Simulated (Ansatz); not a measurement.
Relaxed C (diamond):

```yaml
crystal:
  lattice:
    - [0.00000, 3.56028, 3.56028]
    - [1.78014, 0.00000, 1.78014]
    - [1.78014, 1.78014, 0.00000]
  atoms:
    - { symbol: C, position: [0.25000, 0.50000, 0.50000] }
    - { symbol: C, position: [0.75000, 0.50000, 0.50000] }
    - { symbol: C, position: [0.37500, 0.75000, 0.75000] }
    - { symbol: C, position: [0.87500, 0.75000, 0.75000] }
```

In each cell atom 3 (C, nearest neighbour C at 1.542 Å; its periodic images, 2.5 Å or more away, move with it) moves by s·(1.000, 0.000, 0.000) (along Cartesian x), the rest being held.

Method: r2SCAN (plane waves to 500 eV, PAW, scalar-relativistic; Ansatz, a quantum-chemistry and plane-wave program). k mesh 13×13×13 (Γ-centred), Fermi-Dirac smearing 0.05 eV. E stands for the smeared free energy. C was relaxed with its symmetry unable to fall. ΔE is measured from the undisplaced structure.

```csv
s (Å),ΔE (meV/cell)
-0.310,1900
-0.248,1250
-0.186,718
-0.124,324
-0.062,82
0.000,0
0.062,82
0.124,328
0.186,withheld
0.248,1274
0.310,1944
```

Problem. Fit a polynomial form (powers 2, 3, 4) to the given rows and predict ΔE at s = 0.186.

Solution. Least squares on the 10 given rows: ΔE = (21430)·s² + (751.3)·s³ + (-14830)·s⁴, in meV/cell with s in Å; root-mean-square residual 0.5 meV/cell. At 0.186 the fit gives 728 meV/cell; the calculation gives 729 meV/cell, so the interpolation is off by -1 (-0.1 %). The quadratic term alone would give 741 meV/cell.

(A displaced cell: forces are minus the slopes of the energy, force constants its curvatures, and phonons follow from these.)
